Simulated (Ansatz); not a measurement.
Al (hcp (Mg type), P6_3/mmc) under volume change, r²SCAN (plane waves, PAW; program Ansatz), shape and atoms relaxed at each volume.

```json
[
 {"V (Å³/atom)": "14.569", "E − E(relaxed) (meV/atom)": "42.5", "P (GPa)": "10.24"},
 {"V (Å³/atom)": "15.049", "E − E(relaxed) (meV/atom)": "17.9", "P (GPa)": "6.29"},
 {"V (Å³/atom)": "15.530", "E − E(relaxed) (meV/atom)": "?", "P (GPa)": "?"},
 {"V (Å³/atom)": "16.010", "E − E(relaxed) (meV/atom)": "0.0", "P (GPa)": "0.00"},
 {"V (Å³/atom)": "16.490", "E − E(relaxed) (meV/atom)": "?", "P (GPa)": "?"},
 {"V (Å³/atom)": "16.971", "E − E(relaxed) (meV/atom)": "14.4", "P (GPa)": "-4.54"},
 {"V (Å³/atom)": "17.451", "E − E(relaxed) (meV/atom)": "30.7", "P (GPa)": "-6.31"}
]
```

Some entries are withheld; supply them.


- 15.530, E − E(relaxed) (meV/atom): 4.2
- 15.530, P (GPa): 2.90
- 16.490, E − E(relaxed) (meV/atom): 3.8
- 16.490, P (GPa): -2.46

What does a third-order Birch–Murnaghan fit give for V₀, B₀ and B′?

V₀ = 16.01 Å³/atom, B₀ = 88.4 GPa, B′ = 4.3.

The workflow started from a Materials Project entry (that database holds measured and hypothetical structures alike); the Crystallography Open Database copy checked does not list it. It is not the phase usual at ambient conditions (space group No. 225). Symmetry was held in the r²SCAN relaxation; of distortions, only those at the zone centre were tested.

Potentials: the later of the program's two PAW sets.
